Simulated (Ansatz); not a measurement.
The start is a randomly generated symmetric cell of Co (space group No. 65). Cell shape, volume and atoms are optimised at zero target pressure with PBE (plane waves to 420 eV, PAW, scalar-relativistic; Ansatz, a quantum-chemistry and plane-wave program). The first steps use a coarse 14×14×13 k-mesh.

Starting cell:
```
CELL_PARAMETERS angstrom
      1.46604    -1.72485     0.00000
      1.46604     1.72485     0.00000
      0.00000     0.00000     2.55626
ATOMIC_POSITIONS crystal
  Co 0.50000 0.50000 0.00000
```
Spin-polarised start, with parallel moments on Co.

Problem. Does the structure survive the relaxation? Give the final space group.

Solution. The space group goes from Cmmm (No. 65) to P6/mmm (No. 191); the end is AFLOW prototype A_hP1_191_a (A_f, as in Sn), with 1 atom in the primitive magnetic cell.

Problem. By how much does the energy per atom fall from start to end?

Solution. 0.30 eV/atom.

Problem. How does the volume per atom move from start to end?

Solution. -7.1 %, from 12.93 to 12.02 Å³/atom.

Problem. How do the shortest distances between atoms change?

Solution. The closest pairs of elements (up to four, under 3.6 Å), start → end: Co–Co 2.26 → 2.31 Å.

Problem. Is the relaxed structure metallic? Give its gap.

Solution. Zero (metallic).

Problem. What magnetic moments remain?

Solution. Net 1.79 μB/atom, ferromagnetic.

Final values are on a 22×22×20 k-mesh of the relaxed cell. Spin state reached: ferromagnetic (net 1.79 μB/atom), from parallel starting moments; other spin orders were not run from this start.

The run could not lose the symmetry of its start, so the end can be a saddle point.

The relaxed structure here is a generated cell of Co: the first start was made by a random draw of sites in a space group, and the end was not matched to a known phase here, so it may be hypothetical. Known forms of Co include space group No. 194.
